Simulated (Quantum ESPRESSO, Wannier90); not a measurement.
Wannier functions of SnS2 (CdI2 type)

```
SnS2
1.0
    3.67431     0.00000     0.00000
   -1.83716     3.18205     0.00000
    0.00000     0.00000     6.22883
Sn S
1 2
Direct
  0.00000   0.00000   0.00000
  0.33333   0.66667   0.23465
  0.66667   0.33333   0.76535
```

Materials Project entry mp-1170; symmetrised, unrelaxed at this level. COD (Crystallography Open Database) has an entry of this formula and space group (matched by these alone). Method: LDA plane waves in Quantum ESPRESSO 7.5 (PseudoDojo norm-conserving files, 58 Ry, no spin polarisation, no spin-orbit coupling), Bloch states on a 12×12×6 mesh through Γ, Wannier90 4.0.1. Density: 12×12×6 mesh, cold smearing 0.01 Ry. The cell is built of weakly bound layers, chains or molecules, whose nearest atoms lie 3.93 Å apart. Database cells relaxed without dispersion often hold them too far apart, which can enlarge gaps and weakens couplings between them; spacing and stacking were not compared with the measured crystal. Spin-orbit coupling is left out although heavy elements are present.

Energies are relative to the valence-band maximum.

**Bands.** A Kohn-Sham gap of 1.38 eV opens above band 13. 3 filled groups are cut off by gaps; the highest, bands 8–13, spans -7.15 to 0.00 eV and is S 3p 74 %, Sn 5p 12 %, Sn 5s 8 %.

**Valence functions.** The best of several starts gives 8 functions with Ω_total = 13.66 Å², 90 % of it gauge-invariant: 6 of 1.77 Å² at 0.82 Å from S; 2 of 1.51 Å² at 0.39 Å from S.

**Model.** 12 functions (Sn sp, S sp) from bands 6-26, frozen to 2.88 eV, reach Ω_I = 14.65 Å² and follow pw.x to 0.2 meV rms (states up to 2.4 eV relative to the valence-band maximum).

**Frozen window.** Edge, Ω_I and misfit go -0.1 eV, 13.88 Å², 81 meV; 1.9 eV, 14.25 Å², 30 meV; 2.9 eV, 14.65 Å², 0.2 meV; 4.9 eV, 16.38 Å², 0.6 meV. Ω_I never falls as the edge rises, since each frozen state takes freedom from the choice of the smoothest subspace. The edges under the compared range leave its upper states unfrozen, and their misfit is the largest.

**Outer window.** The setting "outer window to 7.86 eV" raises Ω_I to 20.72 Å², as fewer states are left to mix in, and the misfit goes to 0.3 meV.

**Stops.** With the frozen window to 7.30 eV the program stops (More states in the frozen window than target WFs).
